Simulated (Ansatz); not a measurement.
**Sc-45 nuclear quadrupole resonance in Ca3ScCoO6**

Cell: a Materials Project structure (computed, not necessarily an observed phase).

```cif
data_Ca3ScCoO6
_symmetry_space_group_name_H-M 'R-3c:H'
_symmetry_Int_Tables_number 167
_cell_length_a 9.2384
_cell_length_b 9.2384
_cell_length_c 10.5915
_cell_angle_alpha 90.000
_cell_angle_beta 90.000
_cell_angle_gamma 120.000
loop_
_atom_site_label
_atom_site_type_symbol
_atom_site_symmetry_multiplicity
_atom_site_Wyckoff_symbol
_atom_site_fract_x
_atom_site_fract_y
_atom_site_fract_z
Ca Ca 18 e 0.3333 0.0350 0.4167
Sc Sc 6 a 0.0000 0.0000 0.2500
Co Co 6 b 0.0000 0.0000 0.5000
O O 36 f 0.5121 0.3571 0.4455
```

One atom of each set is listed; the run and its k-mesh use a cell of 22 atoms with edges of 6.40, 6.40, 6.40 Å.

Computed with Ansatz: DFT, PBE, plane waves and PAW, scalar-relativistic, collinear spin, 420 eV cutoff, Γ-centred 3×3×3 k-points, Fermi–Dirac smearing 0.02 eV. Start moments as typed (μB): 4 on each Co, none on the rest. The program fits them to the shells of the files, so those used differ somewhat.

Sc-45: I = 7/2, Q = -220.0 mb (year-2017 value). Static lattice, zero field.

Problem. The simulated lines lie at 2.39, 4.77, 7.16 MHz. What are |C_Q|, η and |V_zz| at Sc?

Solution. For I = 7/2 and η = 0 the lines are |C_Q|/14 times 1, 2 and 3; η shifts the lowest up most. Here |C_Q| = 33.4 MHz, η = 0.00 and |V_zz| = 6.28 × 10²¹ V/m². The calculation gives V_zz negative; the lines don't show the sign. The site has 6 O at 2.13 Å.

An axis of threefold or higher order runs through Sc, so V_zz lies along it and η is zero.

The start moments die out, and the run ends without spin.

Hardware: 1 thread of Arm Neoverse V2 (aarch64; 8 cores open to the job, memory cap 3.0 GiB, no GPU), a shared host with a load of 0.4 a core. Wall time 57 s, CPU time 57 s, peak memory 0.88 GiB.
